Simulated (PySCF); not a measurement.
PySCF single point, B3LYP/6-31G*, density fitting, COSMO implicit ethylene carbonate (electrostatics alone), on cyclopentadiene, C5H6 (SMILES C1=CCC=C1), charge 0, multiplicity 1.

```python
from pyscf import gto, scf, dft
mol = gto.M(atom='''
C     -0.976256     0.725406    -0.000478
C      0.288128     1.165710    -0.001587
C      1.220377    -0.000511    -0.001054
C      0.286006    -1.165054    -0.001102
C     -0.977803    -0.722581    -0.001631
H     -1.868849     1.325211    -0.000083
H      0.627004     2.185422    -0.002198
H      1.869296    -0.000984     0.877639
H      1.871565    -0.001497    -0.877639
H      0.622766    -2.185422    -0.001018
H     -1.871565    -1.320863    -0.001491
''', basis='6-31G*', charge=0, spin=0, verbose=3)
mf = dft.RKS(mol, xc='B3LYP')
mf = mf.density_fit()
mf = mf.PCM()
mf.with_solvent.method = 'COSMO'
mf.with_solvent.eps = 90.5
mf.max_cycle = 100
e = mf.kernel()
print('converged', mf.converged)
print('E_total', e)
print('nao', mol.nao)
print('HOMO', mf.mo_energy[mf.mo_occ > 0].max())
mf.dip_moment()
```

The program's output:

```

WARN: PCM is an experimental feature. It is still in testing.
Features and APIs may be changed in the future.

converged SCF energy = -194.098924648416
converged True
E_total -194.09892464841616
nao 82
HOMO -0.21316060497465195
Dipole moment(X, Y, Z, Debye):  0.65014, -0.00093,  0.00134
```

The total energy is -5281.70 eV, -0.08 eV from the same level's vacuum run.
